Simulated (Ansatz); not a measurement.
SiO2:
```cif
data_O8Si4
_chemical_formula_sum 'Si4 O8'
_space_group_name_H-M_alt 'P 1'
_space_group_IT_number 1
_cell_length_a 5.03533
_cell_length_b 5.03533
_cell_length_c 8.56589
_cell_angle_alpha 90.000
_cell_angle_beta 90.000
_cell_angle_gamma 120.000
loop_
_space_group_symop_operation_xyz
  'x, y, z'
loop_
_atom_site_label
_atom_site_type_symbol
_atom_site_fract_x
_atom_site_fract_y
_atom_site_fract_z
_atom_site_occupancy
Si1 Si 0.66667 0.33333 0.93705 1
Si2 Si 0.33333 0.66667 0.43705 1
Si3 Si 0.66667 0.33333 0.56295 1
Si4 Si 0.33333 0.66667 0.06295 1
O1 O 0.00000 0.41304 0.00000 1
O2 O 0.58696 0.00000 0.50000 1
O3 O 0.58696 0.58696 0.00000 1
O4 O 0.00000 0.58696 0.50000 1
O5 O 0.41304 0.00000 0.00000 1
O6 O 0.41304 0.41304 0.50000 1
O7 O 0.66667 0.33333 0.75000 1
O8 O 0.33333 0.66667 0.25000 1
```

Relaxed with r²SCAN.

### Question
Give the optical modes at the zone centre with their infrared and Raman activity from DFPT, r²SCAN in the plane-wave PAW code Ansatz.

### Answer
Transverse frequencies, without the LO–TO term; a row sums one degenerate level.

```tsv
ω (cm⁻¹)	degeneracy	IR ((D/Å)²/amu)	Raman (Å⁴/amu)	activity	symmetry
23i	2	0.00	0	silent	E2
14i	2	0.01	0.23	Raman	E1
255	1	0.00	0	silent	B1
266	2	0.00	0.27	Raman	E2
292	1	0.00	21	Raman	A1
304	2	0.00	0.086	Raman	E2
346	1	0.00	0	silent	B2
383	2	4.19	0	IR	E1
441	1	18.84	0	IR	A2
459	2	0.00	0.12	Raman	E2
459	2	28.56	0.26	IR+Raman	E1
479	1	0.00	0	silent	B1
702	1	0.00	0	silent	B2
767	1	0.00	1.0	Raman	A1
775	2	8.41	0.21	IR+Raman	E1
777	2	0.00	1.1	Raman	E2
1096	2	0.00	1.2	Raman	E2
1097	2	115.27	0.39	IR+Raman	E1
1110	1	53.96	0	IR	A2
1177	1	13.34	0	IR	A2
1200	1	0.00	0	silent	B2
1269	1	0.00	0	silent	B1
```

### Question
How high does the top mode go among those that the LO–TO term moves?

### Answer
1244 cm⁻¹ for q along x, 1244 cm⁻¹ for q along y, 1291 cm⁻¹ for q along z.

Space group P6_322. The first step of the workflow began from a Materials Project structure, measured or hypothetical; the Crystallography Open Database copy checked does not list it. It is not the phase usual at ambient conditions (space group No. 92, 152, 154). The r²SCAN relaxation kept the symmetry of its start. At this level the phase is dynamically unstable (imaginary phonons).

Potentials: the earlier of the program's two PAW sets.
